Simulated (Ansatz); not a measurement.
**Work and stress of cleavage in Cu**

Computed with DFT r2SCAN, scalar-relativistic, plane waves, PAW (Ansatz). Cutoff 500 eV, Γ-centred 27×27×5 k-points, Gaussian smearing of 0.15 eV. No spin polarisation. Energies are free energies at this smearing, counted from the undisturbed cell; pressure is positive in compression.

Reference structure (relaxed at this level; this form isn't the usual structure):

```
Cu
1.0
    -1.26525   -2.19148    0.00000
     1.26525   -2.19148    0.00000
     0.00000    0.00000   12.38957
Cu
6
Cartesian
  0.0000 -2.9220 11.3573
  0.0000 -2.9220 3.0976
  0.0000 -2.9220 7.2275
  0.0000 -1.4610 1.0327
  0.0000 -1.4610 5.1625
  0.0000 -1.4610 9.2924
```

The cut lies on the cell's a–b face, a (0 0 1) plane (indices in the standard cell, whose axes needn't be the Cartesian ones shown) of area 5.55 Å², between layers 2.06 Å apart. Vector c is lengthened by d along the normal with the atoms' Cartesian places fixed: one unrelaxed cut a cell. The traction is positive where the two halves pull on each other.

| d (Å) | energy (J/m²) | traction (GPa) |
| --- | --- | --- |
| 0.00 | 0.00 | -0.9 |
| 0.50 | 0.79 | 22.2 |
| 1.00 | 1.77 | 15.9 |
| 2.00 | 2.74 | 5.2 |
| 3.00 | 3.03 | 1.3 |
| 6.00 | 3.11 | 0.0 |

What are the work of separation and the cleavage stress, and do they fit the universal binding curve?

The energy levels off near W ≈ 3.11 J/m² (the traction is down to 0.0 GPa), the energy of the two unrelaxed faces, 1.56 J/m² each on average. The largest sampled traction is 22.2 GPa at d = 0.50 Å, and a parabola through it and its two neighbours peaks at σ_max ≈ 23.4 GPa, d ≈ 0.64 Å. The curve E = W[1 − (1 + d/ℓ)exp(−d/ℓ)] peaks in traction at d = ℓ with σ_max = W/(eℓ); with 1 J/m² per Å = 10 GPa this W and σ_max give ℓ = 0.49 Å. A parabola through that curve at the same three d peaks at 0.64 Å, against 0.64 Å here, a fair fit. Real crystals break at far lower stress, because cracks concentrate it, and on the plane of lowest W, which needn't be this one.

The cut is rigid; relaxing the faces lowers these energies and usually the stresses.

In a metal these slopes depend on the k mesh and the smearing.

Cost: 6 runs of about 25 core-minutes in all, on Arm Neoverse V1 (shared hosts).